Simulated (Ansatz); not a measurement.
## Relaxing a structure of ScOF

The start is a relaxed ScOF cell with one F and one O atom exchanged in a cell of 6 atoms. Cell shape, volume and atoms are optimised at zero target pressure with PBEsol (plane waves to 420 eV, PAW, scalar-relativistic; Ansatz, a program for electronic structure). The first steps use a coarse 7×7×5 k-mesh.

Input geometry:
```yaml
crystal:
  lattice:
    - [3.57758, 0.00000, 0.00000]
    - [0.00000, 3.57758, 0.00000]
    - [0.00000, 0.00000, 5.09458]
  atoms:
    - { symbol: Sc, position: [0.50000, 0.00000, 0.70723] }
    - { symbol: Sc, position: [0.00000, 0.50000, 0.29277] }
    - { symbol: F, position: [0.00000, 0.00000, 0.50000] }
    - { symbol: O, position: [0.50000, 0.50000, 0.50000] }
    - { symbol: O, position: [0.50000, 0.50000, 0.00000] }
    - { symbol: F, position: [0.00000, 0.00000, 0.00000] }
```

### Question
Which atoms feel the largest initial force, and how large is it?

### Answer
5.42 eV/Å, on Sc1, Sc2 (atoms numbered as listed).

### Question
By how much does the energy per atom fall from start to end?

### Answer
0.20 eV/atom.

### Question
How does the volume change?

### Answer
-2.4 %, from 10.87 to 10.61 Å³/atom.

### Question
Is the parent structure recovered?

### Answer
It does not go back: it is caught in P4₂/mmc (No. 131), 0.150 eV/atom above the parent.

### Question
What band gap does the relaxed structure have at this level?

### Answer
2.71 eV, direct at Γ (no spin-orbit coupling).

### Question
Write out the relaxed structure.

### Answer

Space group P4₂/mmc (No. 131); a = b = 3.5422 Å, c = 5.0716 Å, α = β = γ = 90.00°

| atom | site | symmetry | x | y | z |
|---|---|---|---|---|---|
| Sc | 2c | mmm. | 0.0000 | 0.5000 | 0.0000 |
| F | 2e | -4m2 | 0.0000 | 0.0000 | 0.2500 |
| O | 2f | -4m2 | 0.5000 | 0.5000 | 0.2500 |

Final values are on a 9×9×7 k-mesh of the relaxed cell. No spin polarisation in the result.

The run could not lose the symmetry of its start.

Of the parent cell (P4/nmm (No. 129)): The relaxation started from an entry of Materials Project.

The runs began from a structure in Materials Project; this end point is another cell, not compared with measured phases.
